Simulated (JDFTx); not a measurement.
Reference run:

```yaml
surface: Ti(0001)
bulk: Ti, P6_3/mmc, lattice of mp-46 (not re-optimised)
slab: 4 atoms in 4 planes, 1x1, 7.0 Å between the outermost planes
in-plane cell: 2.936 × 2.936 Å, 7.46 Å²
cell_height: 23.0 Å
sampling: 8×8×1 k mesh, Fermi smearing 0.01 Ha, no spin polarisation
```

The reference is PBE, GBRV ultrasoft potentials, plane waves to 20/100 Ha; code: a modified build of JDFTx. Unrelaxed; liquid: CANDLE, water, 1 M KF. U vs SHE = −μ/e − 4.44 V throughout (conventional absolute potential of the hydrogen electrode).

```
slab thickness  work function (eV)  U_pzc (V)  k states × plane waves  cycles, vacuum run  rough core time, vacuum run
--------------  ------------------  ---------  ----------------------  ------------------  ---------------------------
2 atoms, 2.3 Å                4.35      -0.50               10 × 3938                  19                         70 s
3 atoms, 4.6 Å                4.36      -0.49               10 × 4434                  60                        5 min
4 atoms, 7.0 Å                4.36      -0.49               10 × 4950                  30                        4 min
```

The work function stays within 0.02 eV over all these settings; capacitances repeat to about ±0.2 μF/cm². The times are rough (shared hosts); only ratios past two mean anything.
